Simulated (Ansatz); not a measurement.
FeGe:
```yaml
crystal:
  lattice:
    - [-1.62268, 1.62268, 5.16425]
    - [1.62268, -1.62268, 5.16425]
    - [1.62268, 1.62268, -5.16425]
  atoms:
    - { symbol: Fe, position: [0.24610, 0.24610, 0.00000], spin: 1.4 }
    - { symbol: Fe, position: [0.49610, 0.99610, 0.50000], spin: -1.4 }
    - { symbol: Ge, position: [0.66990, 0.66990, 0.00000], spin: 0.0 }
    - { symbol: Ge, position: [0.91990, 0.41990, 0.50000], spin: 0.0 }
```

Relaxed with PBE. Special points in fractions of this cell's reciprocal vectors: Γ (0.000, 0.000, 0.000); X (0.500, 0.500, -0.500); F2 (0.275, 0.725, -0.275); Σ0 (-0.275, 0.275, 0.275); Y0 (0.275, -0.275, 0.275); U0 (0.725, 0.275, -0.275); R (0.000, 0.500, 0.000); W (0.250, 0.250, 0.250); S (0.500, 0.000, 0.000); T (0.000, 0.000, 0.500).

Question: List the band energies nearest the Fermi level at these points for PBE (plane waves, PAW; program Ansatz).

Answer: In eV from the Fermi level; about four levels below and three above (degenerate sets whole), none deeper than 8.9 eV; points with the same levels are listed once.

| k | below | above |
|---|---|---|
| Γ ↑ | -1.32 -1.29 -0.85 -0.39 | 0.84 3.12 3.15 |
| X ↑ | -1.27 -0.40 -0.29 -0.10 | 0.93 0.94 2.33 |
| F2 ↑ | -1.40 -1.21 -1.02 -0.07 | 0.25 0.77 1.60 |
| Y0 ↑ | -1.29 -1.29 -0.88 -0.37 | 0.23 1.09 1.40 |
| R ↑ | -1.44 -1.17 -1.10 -0.10 | 0.50 0.72 1.35 |
| W ↑ | -1.48 -1.43 -1.27 -0.38 | 0.69 0.81 1.72 |
| S ↑ | -1.38 -1.16 -0.96 -0.43 | 0.34 1.01 1.24 |
| T ↑ | -1.49 -1.49 -1.27 -0.38 | 0.71 0.88 1.68 |

Space group I4_1md. A made-up cell: these elements were put on the sites of a structure type; neither database checked (COD, Materials Project) lists it. COD files the formula under space group No. 198, so this cell is another polymorph or a model. Whether it is the stable phase at ambient conditions was not checked. The PBE relaxation kept the symmetry of its start, as lowered by the spin order; whether a distortion lowers the energy is not shown. The final state is antiferromagnetic, chosen from 2 collinear starts compared on coarse meshes (ties went to the first, and starts can fall back to one state), not a proven ground state. Point labels and valley counts follow the cell and symmetry of the run, lower than the named group. Spin–orbit coupling is left out wherever it is not named.

Potentials: the later of the program's two PAW sets.
